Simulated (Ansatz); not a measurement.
FeS2:
```xyz
6
Lattice="4.3674 0.0000 0.0000 0.0000 5.3332 0.0000 0.0000 0.0000 3.3444" Properties=species:S:1:pos:R:3 pbc="T T T"
Fe     0.0000     0.0000     0.0000
Fe     2.1837     2.6666     1.6722
S      0.9047     1.9969     0.0000
S      3.0884     0.6697     1.6722
S      1.2790     4.6635     1.6722
S      3.4627     3.3363     0.0000
```

Cartesian axes are those of the cell as given.

Give the high-frequency dielectric tensor and the Born effective charge tensors of the independent atoms from DFPT, PBEsol in the plane-wave PAW code Ansatz.


ε∞:
```
21.4  0.00  0.00
0.00  20.1  0.00
0.00  0.00  18.6
```
Z* of atom 1 (Fe), rows: field, columns: displacement, in e:
```
-4.95  -0.69   0.00
-0.69  -5.57   0.00
 0.00   0.00  -4.09
```
Z* of atom 3 (S), rows: field, columns: displacement, in e:
```
 2.47  -0.24   0.00
-0.30   2.78   0.00
 0.00   0.00   2.04
```

Static charges for comparison (Bader): Fe1 +0.65, S3 -0.33 e. Born charges measure polarisation by displacement and can exceed these by far.

Space group Pnnm. Symmetry was held in the PBEsol relaxation. The workflow began spin-polarised and lost its moments.

Potentials: the later of the program's two PAW sets.
